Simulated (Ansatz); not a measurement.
A geometry of La$_{2}$O$_{3}$ away from equilibrium: step 3 of the relaxation of a randomly generated symmetric cell of La2O3 (space group No. 194). All values below come from r2SCAN (plane waves to 500 eV, PAW, scalar-relativistic; Ansatz, a quantum-chemistry and plane-wave program). Γ-centred k-mesh 6×6×3 on the run's cell (coarser than for final values), Fermi–Dirac smearing 0.05 eV. The plane waves were selected for a different cell earlier on the path.

```
CELL_PARAMETERS angstrom
      4.28639     0.00000     0.00000
     -2.14320     3.71213     0.00000
      0.00000     0.00000     9.56377
ATOMIC_POSITIONS crystal
  La 0.00000 0.00000 0.00000
  La 0.00000 0.00000 0.50000
  La 0.33333 0.66667 0.25000
  La 0.66667 0.33333 0.75000
  O  0.00000 0.00000 0.25000
  O  0.00000 0.00000 0.75000
  O  0.33333 0.66667 0.66521
  O  0.33333 0.66667 0.83479
  O  0.66667 0.33333 0.33479
  O  0.66667 0.33333 0.16521
```

Give the Cartesian forces on all atoms (eV/Å).


```tsv
atom	Fx	Fy	Fz
La1	0.00	0.00	0.00
La2	0.00	0.00	0.00
La3	0.00	0.00	0.00
La4	0.00	0.00	0.00
O5	0.00	0.00	0.00
O6	0.00	0.00	0.00
O7	0.00	0.00	-3.76
O8	0.00	0.00	3.76
O9	0.00	0.00	3.76
O10	0.00	0.00	-3.76
```

The path ends in P6₃/mmc (No. 194). No spin polarisation in the result.

The run could not lose the symmetry of its start: the end is stationary, and may be a saddle point rather than a minimum.

The end of the path is a generated cell of La2O3: the first start was made by a random draw of sites in a space group, and the end was not matched to a known phase here, so it may be hypothetical. Known forms of La2O3 include space group No. 164.
